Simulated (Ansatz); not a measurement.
### Question
Name crystals whose computed values (the program Ansatz at the PBEsol level (PAW)) fall in these windows: Θ_D (K) 340 to 430; G_Hill (GPa) 53 to 69.

### Answer


```json
[
 {"crystal": "YGa2, P6/mmm (Ga on 2d, Y on 1a)", "Θ_D (K)": "375", "G_Hill (GPa)": "60.4"},
 {"crystal": "TiCo, CsCl type", "Θ_D (K)": "398", "G_Hill (GPa)": "53.4"},
 {"crystal": "LuH2, fluorite", "Θ_D (K)": "385", "G_Hill (GPa)": "61.3"},
 {"crystal": "Cu3Pd, Cu3Au type", "Θ_D (K)": "351", "G_Hill (GPa)": "58.8"},
 {"crystal": "LuF3, P-3c1 (Lu on 6f, F on 2a, F on 4d, F on 12g)", "Θ_D (K)": "389", "G_Hill (GPa)": "59.1"}
]
```
Others may fit too.

Spin orders computed, not proven ground states: TiCo, CsCl type ferromagnetic. Standing as an ambient phase not checked: YGa2, P6/mmm (Ga on 2d, Y on 1a); LuH2, fluorite; Cu3Pd, Cu3Au type; LuF3, P-3c1 (Lu on 6f, F on 2a, F on 4d, F on 12g). All cells were relaxed under the symmetry of their starts (and spin orders); stability against distortions was not tested throughout. Rows with no word on spin ran without spin polarisation. Spin–orbit coupling is left out wherever it is not named.

Potentials: the later of the program's two PAW sets.
